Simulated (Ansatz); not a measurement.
LiH (rock salt)

```
CELL_PARAMETERS angstrom
      0.00000     4.00712     4.00712
      2.00356     2.00356     4.00712
      2.00356     2.00356     0.00000
ATOMIC_POSITIONS crystal
  H  0.00000 0.00000 0.00000
  H  0.50000 0.00000 0.00000
  Li 0.00000 0.50000 0.50000
  Li 0.50000 0.50000 0.50000
```

The atoms are displaced by Q × the pattern below (from a DFPT mode at X = (0.5, 0.5, 0.0), largest move 1; Q in Å), at fixed cell. (q is in reciprocal vectors of the primitive cell; the cell shown is doubled to hold the pattern.)

```json
[
 {"atom": "H1", "x": "0.000", "y": "0.000", "z": "-0.169"},
 {"atom": "H2", "x": "0.000", "y": "0.000", "z": "0.169"},
 {"atom": "Li3", "x": "0.000", "y": "0.000", "z": "1.000"},
 {"atom": "Li4", "x": "0.000", "y": "0.000", "z": "-1.000"}
]
```

Method: PBE (plane waves to 420 eV, PAW, scalar-relativistic; Ansatz, a quantum-chemistry and plane-wave program). k mesh 14×14×14 (Γ-centred), Fermi-Dirac smearing 0.05 eV. E stands for the smeared free energy. LiH was relaxed with its symmetry unable to fall. The zero of ΔE is the undisplaced structure.

```json
[
 {"Q (Å)": "-0.1000", "ΔE (meV/cell)": "44.7"},
 {"Q (Å)": "-0.0833", "ΔE (meV/cell)": "withheld"},
 {"Q (Å)": "-0.0667", "ΔE (meV/cell)": "19.6"},
 {"Q (Å)": "-0.0500", "ΔE (meV/cell)": "11.0"},
 {"Q (Å)": "-0.0333", "ΔE (meV/cell)": "4.9"},
 {"Q (Å)": "-0.0167", "ΔE (meV/cell)": "1.2"},
 {"Q (Å)": "0.0000", "ΔE (meV/cell)": "0.0"},
 {"Q (Å)": "0.0167", "ΔE (meV/cell)": "1.2"},
 {"Q (Å)": "0.0333", "ΔE (meV/cell)": "4.9"},
 {"Q (Å)": "0.0500", "ΔE (meV/cell)": "11.0"},
 {"Q (Å)": "0.0667", "ΔE (meV/cell)": "19.6"},
 {"Q (Å)": "0.0833", "ΔE (meV/cell)": "withheld"},
 {"Q (Å)": "0.1000", "ΔE (meV/cell)": "44.7"}
]
```

Fit an even polynomial form (powers 2, 4) to the given rows and predict ΔE at Q = 0.0833.

Least squares on the 11 given rows: ΔE = (4367)·Q² + (10290)·Q⁴, in meV/cell with Q in Å; root-mean-square residual 0.03 meV/cell. At 0.0833 the fit gives 30.8 meV/cell; the calculation gives 30.8 meV/cell, the same to the digits shown. The quadratic term alone would give 30.3 meV/cell.

(A displaced cell: forces are minus the slopes of the energy, force constants its curvatures, and phonons follow from these.)
